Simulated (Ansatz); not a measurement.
ZnSe (zinc blende)

```
CELL_PARAMETERS angstrom
      0.00000     2.83273     2.83273
      2.83273     0.00000     2.83273
      2.83273     2.83273     0.00000
ATOMIC_POSITIONS crystal
  Se 0.75000 0.75000 0.75000
  Zn 0.00000 0.00000 0.00000
```

In each cell atom 2 (Zn, nearest neighbour Se at 2.453 Å; its periodic images, 4.0 Å or more away, move with it) moves by s·(1.000, 0.000, 0.000) (along Cartesian x), the rest being held.

The numbers are results of r2SCAN (plane waves to 500 eV, PAW, scalar-relativistic; Ansatz, a quantum-chemistry and plane-wave program), not measurements. k mesh 8×8×8 (Γ-centred), Fermi-Dirac smearing 0.05 eV. Energies are smeared free energies. ZnSe was relaxed with its symmetry unable to fall. ΔE is measured from the undisplaced structure.

```json
[
 {"s (Å)": "-0.740", "ΔE (meV/cell)": "1284"},
 {"s (Å)": "-0.592", "ΔE (meV/cell)": "872"},
 {"s (Å)": "-0.444", "ΔE (meV/cell)": "513"},
 {"s (Å)": "-0.296", "ΔE (meV/cell)": "235"},
 {"s (Å)": "-0.148", "ΔE (meV/cell)": "withheld"},
 {"s (Å)": "0.000", "ΔE (meV/cell)": "0"},
 {"s (Å)": "0.148", "ΔE (meV/cell)": "withheld"},
 {"s (Å)": "0.296", "ΔE (meV/cell)": "235"},
 {"s (Å)": "0.444", "ΔE (meV/cell)": "513"},
 {"s (Å)": "0.592", "ΔE (meV/cell)": "872"},
 {"s (Å)": "0.740", "ΔE (meV/cell)": "1284"}
]
```

Problem. Fit an even polynomial form (powers 2, 4) to the given rows and predict ΔE at s = 0.148.

Solution. Least squares on the 9 given rows: ΔE = (2745)·s² + (-731.8)·s⁴, in meV/cell with s in Å; root-mean-square residual 0.2 meV/cell. At 0.148 the fit gives 60 meV/cell; the calculation gives 60 meV/cell, the same to the digits shown. The quadratic term alone would give 60 meV/cell.

(For displaced atoms, the force is minus the slope of the energy, and its curvature is a force constant, which sets phonon frequencies.)
